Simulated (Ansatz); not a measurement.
B2O3 in space group P-62c (No. 190; O on 6h, B on 2d, B on 2b) at seven volumes, plane-wave PAW PBE+D3(BJ) (Ansatz code), shape and atoms relaxed at each. One row is withheld.

```
V (Å³/atom)  P (GPa)
-----------  -------
10.112          2.45
10.445          1.38
10.778          0.61
11.112          0.00
11.445         -0.40
11.778             ?
12.112         -0.84
```

### Question
Fit the shown pressures and predict the withheld one.

### Answer
Third-order Birch–Murnaghan: P = (3/2)B₀(x^(7/2) − x^(5/2))[1 + (3/4)(B′ − 4)(x − 1)] with x = (V₀/V)^(2/3). Least squares on the six rows gives V₀ = 11.120 Å³/atom, B₀ = 16.11 GPa, B′ = 10.59. At V = 11.778, x = 0.9624 and P = -0.67 GPa. The run itself gave -0.67 GPa.

The start of the workflow was typed in or built on a structure type; neither database checked (COD, Materials Project) lists it. COD files the formula under space group No. 144, 152. Whether it is the stable phase at ambient conditions was not checked. The PBE+D3(BJ) relaxation kept the symmetry of its start; its stability against distortions is not shown here.

Potentials: the earlier of the program's two PAW sets.
